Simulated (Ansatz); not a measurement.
Geometry optimisation in Ansatz: input, command and trajectory.

```yaml
crystal:
  lattice:
    - [0.0, 3.9749358901, 3.9749358901]
    - [3.9749358901, 0.0, 3.9749358901]
    - [3.9749358901, 3.9749358901, 0.0]
  atoms:
    - { symbol: Li, position: [0.0, 0.0, 0.0] }
    - { symbol: Li, position: [0.25, 0.25, 0.25] }
    - { symbol: Hg, position: [0.625, 0.625, 0.625] }
    - { symbol: Hg, position: [0.125, 0.625, 0.625] }
    - { symbol: Hg, position: [0.625, 0.625, 0.125] }
    - { symbol: Hg, position: [0.625, 0.125, 0.625] }
basis:
  ecutwfc: 420
kpoints:
  mp_grid: { grid: [4, 4, 4] }
hamiltonian:
  xc: pbe
scf:
  occupations: { method: gaussian, width: 0.1 }
  lower_state_search: "off"
output:
  forces: true
  stress: true
  eigenvalues: true
relax:
  adjacent_minimum: "off"
  f_tol: 0.04
  max_steps: 70
  cell: { stress_tol: 0.4 }
```

```bash
ansatz run input.yaml --threads 1 --pin off --max-ram 2560MiB --backend cpu --events-out ev --progress --plain --runs-dir out
```

All numbers below come from Ansatz 0.2.0, DFT PBE, scalar-relativistic, plane waves, PAW.

Of 4 frames 4 are shown, positions in Å and forces in eV/Å; the SCF threshold varies from step to step. Steps run on the plane waves of an earlier cell, with a Pulay correction in the pressure. The basis is chosen afresh for the last frame, the zero of the energies, and at times for earlier ones too; energy and pressure step there, also at an unchanged geometry.

```xyz
6
Lattice="0.0000 3.9749 3.9749 3.9749 0.0000 3.9749 3.9749 3.9749 0.0000" Properties=species:S:1:pos:R:3:forces:R:3 pbc="T T T" step=1 free_energy_over_end_meV_per_atom=76.68 pressure_GPa=7.94
Li    0.0000    0.0000    0.0000    0.0000    0.0000    0.0000
Li    1.9875    1.9875    1.9875    0.0000    0.0000    0.0000
Hg    4.9687    4.9687    4.9687    0.0000    0.0000    0.0000
Hg    4.9687    2.9812    2.9812    0.0000    0.0000    0.0000
Hg    2.9812    2.9812    4.9687    0.0000    0.0000    0.0000
Hg    2.9812    4.9687    2.9812    0.0000    0.0000    0.0000
6
Lattice="0.0000 4.1687 4.1687 4.1687 0.0000 4.1687 4.1687 4.1687 0.0000" Properties=species:S:1:pos:R:3:forces:R:3 pbc="T T T" step=2 free_energy_over_end_meV_per_atom=2.39 pressure_GPa=0.90
Li    0.0000    0.0000    0.0000    0.0000    0.0000    0.0000
Li    2.0844    2.0844    2.0844    0.0000    0.0000    0.0000
Hg    5.2109    5.2109    5.2109    0.0000    0.0000    0.0000
Hg    5.2109    3.1265    3.1265    0.0000    0.0000    0.0000
Hg    3.1265    3.1265    5.2109    0.0000    0.0000    0.0000
Hg    3.1265    5.2109    3.1265    0.0000    0.0000    0.0000
6
Lattice="0.0000 4.1964 4.1964 4.1964 0.0000 4.1964 4.1964 4.1964 0.0000" Properties=species:S:1:pos:R:3:forces:R:3 pbc="T T T" step=3 free_energy_over_end_meV_per_atom=0.73 pressure_GPa=0.27
Li    0.0000    0.0000    0.0000    0.0000    0.0000    0.0000
Li    2.0982    2.0982    2.0982    0.0000    0.0000    0.0000
Hg    5.2455    5.2455    5.2455    0.0000    0.0000    0.0000
Hg    5.2455    3.1473    3.1473    0.0000    0.0000    0.0000
Hg    3.1473    3.1473    5.2455    0.0000    0.0000    0.0000
Hg    3.1473    5.2455    3.1473    0.0000    0.0000    0.0000
6
Lattice="0.0000 4.1964 4.1964 4.1964 0.0000 4.1964 4.1964 4.1964 0.0000" Properties=species:S:1:pos:R:3:forces:R:3 pbc="T T T" step=4 free_energy_over_end_meV_per_atom=0.00 pressure_GPa=0.28
Li    0.0000    0.0000    0.0000    0.0000    0.0000    0.0000
Li    2.0982    2.0982    2.0982    0.0000    0.0000    0.0000
Hg    5.2455    5.2455    5.2455    0.0000    0.0000    0.0000
Hg    5.2455    3.1473    3.1473    0.0000    0.0000    0.0000
Hg    3.1473    3.1473    5.2455    0.0000    0.0000    0.0000
Hg    3.1473    5.2455    3.1473    0.0000    0.0000    0.0000
```

The start puts this composition into another compound's structure type, which needn't suit it. At the end the space group is Fd-3m (tolerance 0.05 Å).

Time: 16 s on 1 thread of Arm Neoverse V1, with other jobs on the host, peak memory 0.39 GiB.

The k mesh is coarse. Spin–orbit coupling is left out, which can shift energies with elements as heavy as these.